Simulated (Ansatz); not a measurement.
# All-electron card of TiTc

```
Ti Tc
1.0
     3.11000    0.00000    0.00000
     0.00000    3.11000    0.00000
     0.00000    0.00000    3.11000
Ti Tc
1 1
Direct
  0.50000 0.50000 0.50000
  0.00000 0.00000 0.00000
```

Atoms are numbered in the order listed.

The conventional cell has a = 3.110 Å, b = 3.110 Å, c = 3.110 Å, α = 90.00°, β = 90.00°, γ = 90.00°. Ti (atom 1) has 8 Tc at 2.69 Å as nearest neighbours. Around Tc (atom 2) lie 8 Ti at 2.69 Å.

The cell comes from COD entry 1527274, which wasn't checked; take it as a given geometry.

Spin polarisation is left out, and whether a magnetic state lies lower isn't shown here.

The calculation used Ansatz 0.2.0, DFT, PBEsol, all-electron LAPW, scalar-relativistic.

Settings: a Γ-centred 12×12×12 k mesh, Fermi–Dirac smearing of 0.08 eV, basis error target 0.25 meV/atom, no spin polarisation.

```json
{
  "Pressure at this cell": "-8.12 GPa",
  "Band gap": "none: with an odd electron count and no spin polarisation the bands can't all be full, a metal in this set-up (spin order or a larger cell could open a gap)",
  "Density of states at the Fermi level (0.2 eV bin)": "1.71 states/eV per cell",
  "Löwdin charges (with 0.21 e of the cell spilling out of the atomic basis, so their sizes and signs hang on that basis)": "Ti1 0.29, Tc2 -0.08 e",
  "Volume per atom": "101.5 bohr³"
}
```
